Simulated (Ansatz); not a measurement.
# Profile along the Fe–Fe line in FePt (CuAu type, space group P4/mmm)

FePt (CuAu type, space group P4/mmm)

```xyz
2
Lattice="2.7301 0.0000 0.0000 0.0000 2.7301 0.0000 0.0000 0.0000 3.7639" Properties=species:S:1:pos:R:3 pbc="T T T"
Fe     1.3650     1.3650     1.8819
Pt     0.0000     0.0000     0.0000
```

Fields along a shortest Fe–Fe line of a (001) plane (2.73 Å), from Fe to Fe, interpolated on the slice's grid (step about 0.1 Å). The numbers are results of PBE (plane waves to 420 eV, PAW, scalar-relativistic; Ansatz, a quantum-chemistry and plane-wave program), not measurements. k mesh 17×17×12. Near the nuclei the fields are pseudised (PAW); where an atom keeps semicore shells as valence, they peak there. FePt was relaxed with its symmetry unable to fall. Relaxed FePt ends ferromagnetic. Spin-orbit coupling is left out, though Pt is heavy. The magnetic order is the one the run started from; other orders were not tried.

```json
[
 {"distance from Fe (Å)": "0.00", "valence electron density (e/Å³)": "35.66", "spin density, up minus down (e/Å³)": "7.75", "electron localisation function": "x", "ELF of the up spins": "x", "ELF of the down spins": "x"},
 {"distance from Fe (Å)": "0.14", "valence electron density (e/Å³)": "31.40", "spin density, up minus down (e/Å³)": "6.68", "electron localisation function": "x", "ELF of the up spins": "x", "ELF of the down spins": "x"},
 {"distance from Fe (Å)": "0.27", "valence electron density (e/Å³)": "21.74", "spin density, up minus down (e/Å³)": "4.36", "electron localisation function": "x", "ELF of the up spins": "x", "ELF of the down spins": "x"},
 {"distance from Fe (Å)": "0.41", "valence electron density (e/Å³)": "12.28", "spin density, up minus down (e/Å³)": "2.27", "electron localisation function": "x", "ELF of the up spins": "x", "ELF of the down spins": "x"},
 {"distance from Fe (Å)": "0.55", "valence electron density (e/Å³)": "5.91", "spin density, up minus down (e/Å³)": "1.04", "electron localisation function": "0.53", "ELF of the up spins": "0.47", "ELF of the down spins": "0.61"},
 {"distance from Fe (Å)": "0.68", "valence electron density (e/Å³)": "2.45", "spin density, up minus down (e/Å³)": "0.44", "electron localisation function": "0.38", "ELF of the up spins": "0.37", "ELF of the down spins": "0.40"},
 {"distance from Fe (Å)": "0.82", "valence electron density (e/Å³)": "0.92", "spin density, up minus down (e/Å³)": "0.17", "electron localisation function": "0.25", "ELF of the up spins": "0.27", "ELF of the down spins": "0.22"},
 {"distance from Fe (Å)": "0.96", "valence electron density (e/Å³)": "0.46", "spin density, up minus down (e/Å³)": "0.07", "electron localisation function": "0.17", "ELF of the up spins": "0.19", "ELF of the down spins": "0.15"},
 {"distance from Fe (Å)": "1.09", "valence electron density (e/Å³)": "0.31", "spin density, up minus down (e/Å³)": "0.03", "electron localisation function": "0.17", "ELF of the up spins": "0.15", "ELF of the down spins": "0.20"},
 {"distance from Fe (Å)": "1.23", "valence electron density (e/Å³)": "0.25", "spin density, up minus down (e/Å³)": "0.00", "electron localisation function": "0.22", "ELF of the up spins": "0.17", "ELF of the down spins": "0.32"},
 {"distance from Fe (Å)": "1.36", "valence electron density (e/Å³)": "0.24", "spin density, up minus down (e/Å³)": "0.00", "electron localisation function": "0.26", "ELF of the up spins": "0.18", "ELF of the down spins": "0.38"},
 {"distance from Fe (Å)": "1.50", "valence electron density (e/Å³)": "0.25", "spin density, up minus down (e/Å³)": "0.00", "electron localisation function": "0.22", "ELF of the up spins": "0.17", "ELF of the down spins": "0.32"},
 {"distance from Fe (Å)": "1.64", "valence electron density (e/Å³)": "0.31", "spin density, up minus down (e/Å³)": "0.03", "electron localisation function": "0.17", "ELF of the up spins": "0.15", "ELF of the down spins": "0.20"},
 {"distance from Fe (Å)": "1.77", "valence electron density (e/Å³)": "0.46", "spin density, up minus down (e/Å³)": "0.07", "electron localisation function": "0.17", "ELF of the up spins": "0.19", "ELF of the down spins": "0.15"},
 {"distance from Fe (Å)": "1.91", "valence electron density (e/Å³)": "0.92", "spin density, up minus down (e/Å³)": "0.17", "electron localisation function": "0.25", "ELF of the up spins": "0.27", "ELF of the down spins": "0.22"},
 {"distance from Fe (Å)": "2.05", "valence electron density (e/Å³)": "2.45", "spin density, up minus down (e/Å³)": "0.44", "electron localisation function": "0.38", "ELF of the up spins": "0.37", "ELF of the down spins": "0.40"},
 {"distance from Fe (Å)": "2.18", "valence electron density (e/Å³)": "5.91", "spin density, up minus down (e/Å³)": "1.04", "electron localisation function": "0.53", "ELF of the up spins": "0.47", "ELF of the down spins": "0.61"},
 {"distance from Fe (Å)": "2.32", "valence electron density (e/Å³)": "12.28", "spin density, up minus down (e/Å³)": "2.27", "electron localisation function": "x", "ELF of the up spins": "x", "ELF of the down spins": "x"},
 {"distance from Fe (Å)": "2.46", "valence electron density (e/Å³)": "21.74", "spin density, up minus down (e/Å³)": "4.36", "electron localisation function": "x", "ELF of the up spins": "x", "ELF of the down spins": "x"},
 {"distance from Fe (Å)": "2.59", "valence electron density (e/Å³)": "31.40", "spin density, up minus down (e/Å³)": "6.68", "electron localisation function": "x", "ELF of the up spins": "x", "ELF of the down spins": "x"},
 {"distance from Fe (Å)": "2.73", "valence electron density (e/Å³)": "35.66", "spin density, up minus down (e/Å³)": "7.75", "electron localisation function": "x", "ELF of the up spins": "x", "ELF of the down spins": "x"}
]
```

x: too close to a nucleus for the ELF to mean much.

Density on the Fe–Fe line (2.73 Å) at its midpoint: 0.24 e/Å³. ELF at that point: 0.26.
